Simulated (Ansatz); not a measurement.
## TiRh: pressure against volume, fitted

```
CELL_PARAMETERS angstrom
2.98800 0.00000 0.00000
0.00000 2.98800 0.00000
0.00000 0.00000 3.35000
ATOMIC_POSITIONS crystal
Ti 0.50000 0.50000 0.50000
Rh 0.00000 0.00000 0.00000
```

Atom numbers follow the list: Ti1, Rh2.

The conventional cell has a = 2.988 Å, b = 2.988 Å, c = 3.350 Å, α = 90.00°, β = 90.00°, γ = 90.00°. Ti (atom 1) is surrounded by 8 Rh at 2.70 Å and 4 Ti at 2.99 Å. Rh (atom 2) is surrounded by 8 Ti at 2.70 Å and 4 Rh at 2.99 Å.

The geometry is COD entry 1523124, unchecked; take it as a test cell.

Spin polarisation is left out, and whether a magnetic state lies lower isn't shown here.

The calculation used DFT, PBEsol, all-electron LAPW, scalar-relativistic in Ansatz 0.2.0.

Settings: a Γ-centred 11×11×10 k mesh, Fermi–Dirac smearing of 0.05 eV, basis error target 1 meV/atom, no spin polarisation.

The cell is scaled evenly. Fractional coordinates are held (clamped ions).

| V (Å³/atom) | P (GPa) |
| --- | --- |
| 14.057 | 6.07 |
| 14.356 | 1.32 |
| 14.656 | -2.93 |
| 14.805 | -4.88 |
| 14.955 | -6.73 |
| 15.104 | -8.47 |
| 15.254 | -10.12 |
| 15.852 | -15.85 |

(1) Fit a third-order Birch–Murnaghan curve to the pressures.

(2) Predict the pressure at the withheld volume, 15.553 Å³/atom.

## Answers

(1) P = (3B0/2)(y^(7/2) − y^(5/2))[1 + (3/4)(B0′ − 4)(y − 1)] with y = (V0/V)^(2/3) fits within 0.01 GPa for V0 = 14.446 Å³/atom, B0 = 209.8 GPa and B0′ = 4.46.

(2) There y = 0.9520, so the fit gives -13.15 GPa; the run gave -13.15 GPa.
